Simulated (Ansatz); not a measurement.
**TiAl3: a bulk modulus from differences**

It was relaxed at this level from a Materials Project cell.

Computed with DFT PBE, scalar-relativistic, plane waves, PAW in Ansatz. Plane waves to 420 eV, an 18×18×18 mesh through Γ for the 4-atom cell and 0.10 eV Gaussian smearing; no spin polarisation.

```xyz
4
Lattice="-1.9227 1.9227 4.3112 1.9227 -1.9227 4.3112 1.9227 1.9227 -4.3112" Properties=species:S:1:pos:R:3 pbc="T T T"
Ti    0.0000    0.0000    0.0000
Al    0.0000    0.0000    4.3112
Al    0.0000    1.9227    2.1556
Al    1.9227    0.0000    2.1556
```

The cell was set to several volumes, with shape and atoms relaxed at each where symmetry leaves them free. Pressure is positive in compression, and energies count from the lowest row. No row has a gap on its mesh.

```
row  V (Å³/atom)  P (GPa)  ΔE (meV/atom)
  1       14.025    17.47           93.5
  2       14.504        ?              ?
  3       14.982     7.40           20.9
  4       15.460     3.41            4.9
  5       15.938    -0.01            0.0
  6       16.416    -2.95            4.6
  7       16.894    -5.47           17.2
  8       17.532    -8.27           44.8
```

Problem. Find B = −V·ΔP/ΔV from rows 4 and 6 and from rows 1 and 3, and from the two its slope B′ and its value B0 at zero pressure.

Solution. Rows 4 and 6 give −(15.460 + 16.416)/2 × (-2.95 − (3.41))/(16.416 − 15.460) = 106.0 GPa at a mean pressure of 0.23 GPa. Rows 1 and 3 give −(14.025 + 14.982)/2 × (7.40 − (17.47))/(14.982 − 14.025) = 152.6 GPa at a mean pressure of 12.43 GPa. So B′ = (152.6 − 106.0)/(12.43 − (0.23)) = 3.82 and B0 = 106.0 − 3.82 × (0.23) = 105.1 GPa. A third-order Birch–Murnaghan fit to all the energies gives B0 = 105.5 GPa and B′ = 4.1.

Problem. Estimate the pressure and energy of row 2.

Solution. From row 5, V0 = 15.938 × (1 + (-0.01)/105.1) = 15.936 Å³/atom. Murnaghan's form P = (B0/B′)·[(V0/V)^B′ − 1] gives (105.1/3.82) × [(15.936/14.504)^3.82 − 1] = 11.91 GPa; the computed pressure is 12.05 GPa, so the estimate is off by -0.14 GPa. The work of compression from row 3, with the mean of the two pressures, gives ΔE = 20.9 + (11.91 + 7.40)/2 × (14.982 − 14.504)/160.2 × 1000 = 49.7 meV/atom (1 eV/Å³ = 160.2 GPa); the computed value is 49.7 meV/atom.

All volumes keep the k mesh of the relaxed cell. A structure relaxed within its symmetry needn't be a true minimum.
